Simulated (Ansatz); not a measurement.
PbSe (rock salt)

```xyz
2
Lattice="0.0000 3.0508 3.0508 3.0508 0.0000 3.0508 3.0508 3.0508 0.0000" Properties=species:S:1:pos:R:3 pbc="T T T"
Se     0.0000     0.0000     0.0000
Pb     3.0508     3.0508     3.0508
```

Grid over V/V₀ and (c/a)/(c/a)₀, subscript 0 meaning the relaxed cell; the conventional c axis lies along z; no internal relaxation.

The numbers are results of PBEsol (plane waves to 420 eV, PAW, scalar-relativistic; Ansatz, a program for electronic structure), not measurements. k mesh 9×9×9 (Γ-centred), Fermi-Dirac smearing 0.05 eV. Compression counts positive. PbSe was relaxed with its symmetry unable to fall. Spin-orbit coupling is left out, though Pb is heavy.

At one point of the scan the stress tensor (GPa) is:

```
   -0.8      0.0      0.0
    0.0     -0.8      0.0
    0.0      0.0      7.8
```

Problem. Which point is it?
A) V/V₀ = 1.000, (c/a)/(c/a)₀ = 0.947
B) V/V₀ = 0.973, (c/a)/(c/a)₀ = 0.947
C) V/V₀ = 1.027, (c/a)/(c/a)₀ = 0.920
D) V/V₀ = 0.960, (c/a)/(c/a)₀ = 0.920

Solution. B, V/V₀ = 0.973, (c/a)/(c/a)₀ = 0.947

(Under strain, the slope of the energy per volume gives the stress and its curvature an elastic modulus.)
